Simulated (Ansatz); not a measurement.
One crystal and one scan (frozen-phonon scan) at two levels, r2SCAN (plane waves to 500 eV, PAW, scalar-relativistic; Ansatz, a program for electronic structure) and PBE (plane waves to 420 eV, PAW, scalar-relativistic; Ansatz), each from its own relaxed cell and on its own mesh. The cell shown is that of r2SCAN.

Relaxed Sc (hcp, Mg type):

```
Sc
1.0
    6.65898     0.00000     0.00000
   -1.66475     2.88342     0.00000
    0.00000     0.00000     5.19194
Sc
4
Direct
  0.16667   0.66667   0.75000
  0.66667   0.66667   0.75000
  0.33333   0.33333   0.25000
  0.83333   0.33333   0.25000
```

A phonon eigenvector at M = (0.5, 0.0, 0.0) is frozen into this cell: atom i moves by Q times the vector below, so Q is the largest atomic displacement, in Å. The cell is held. (q is in reciprocal vectors of the primitive cell; the cell shown is doubled to hold the pattern.)

| atom | x | y | z |
|---|---|---|---|
| Sc1 | 0.000 | 0.000 | -1.000 |
| Sc2 | 0.000 | 0.000 | 1.000 |
| Sc3 | 0.000 | 0.000 | -1.000 |
| Sc4 | 0.000 | 0.000 | 1.000 |

Sc is run without spin polarisation. Sc was relaxed with its symmetry unable to fall. With partly filled bands, energies and forces of such displacements shift with the k mesh and the smearing. Percentages come from the unrounded values.

Results of r2SCAN:

```
Property                                                                                                                                           Value
----------------------------------------------------------------------------------------  --------------------------------------------------------------
Lattice constant a (Å)                                                                                                                             3.329
Lattice constant c (Å)                                                                                                                             5.192
Relaxed volume (Å³/atom)                                                                                                                           24.92
Harmonic wavenumber from the curvature (finite differences) (cm⁻¹ (negative: imaginary))                                                             134
Shape of the curve                                                                        a single well with its minimum at or next to zero displacement
```

### Question
Estimate the PBE values.

### Answer
```json
[
 {"quantity": "Lattice constant a (Å)", "PBE": "3.319", "r2SCAN − PBE": "+0.010 (+0.3 %)"},
 {"quantity": "Lattice constant c (Å)", "PBE": "5.166", "r2SCAN − PBE": "+0.026 (+0.5 %)"},
 {"quantity": "Relaxed volume (Å³/atom)", "PBE": "24.65", "r2SCAN − PBE": "+0.27 (+1.1 %)"},
 {"quantity": "Harmonic wavenumber from the curvature (finite differences) (cm⁻¹ (negative: imaginary))", "PBE": "136", "r2SCAN − PBE": "-2 (-1 %)"}
]
```

r2SCAN gives the higher value for: lattice constant a; lattice constant c; relaxed volume. They agree on: harmonic wavenumber from the curvature (within 1.5 %). Both give the same shape of the curve: a single well with its minimum at or next to zero displacement.

(A displaced cell: forces are minus the slopes of the energy, force constants its curvatures, and phonons follow from these.)
